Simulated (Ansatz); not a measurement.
CaO (rock salt, Fm-3m), the program Ansatz at the r²SCAN level (PAW). The conduction-band minimum lies at X, with 3 equivalent valleys. Second derivatives d²E/dk² of the lowest band at one valley (eV·Å²), along Cartesian directions:

| direction | d²E/dk² |
|---|---|
| [100] | 5.514 |
| [010] | 17.49 |
| [001] | 17.49 |
| [110] | 11.50 |
| [101] | 11.50 |
| [011] | 17.49 |

**Question.** Find the principal effective masses, the density-of-states mass and the conductivity mass.

**Answer.** Off-diagonal terms follow from H_xy = H[110] − (H_xx + H_yy)/2, and m*/mₑ = 7.620 eV·Å² over each eigenvalue: 0.44, 0.44, 1.4. One valley's DOS mass (m₁m₂m₃)^(1/3) = 0.64, conductivity mass 3/(Σ 1/mᵢ) = 0.56 mₑ.

**Question.** What effective density of states Nc follows at 300 K for parabolic valleys?

**Answer.** Nc = 2.509e19 × 3 × (0.64)^(3/2) ≈ 3.9e19 cm⁻³.

**Question.** With the computed static dielectric constant 14.0 (mean of the diagonal), estimate a hydrogenic donor's binding energy and radius.

**Answer.** E = 13.606 eV × 0.56/14.0² ≈ 39 meV; a = 0.529 Å × ε/m* ≈ 13 Å. Semilocal masses tend to be too small where the gap is.

**Question.** With ε∞ = 3.52 and ω_LO = 566 cm⁻¹, what Fröhlich coupling constant follows?

**Answer.** α = (1/ε∞ − 1/ε0) √(m* × 13.606 eV/ħω_LO) = 2.2.

The cell was relaxed with r²SCAN under the symmetry of its start; phonons on a q-mesh show no instability.

Potentials: the later of the program's two PAW sets.
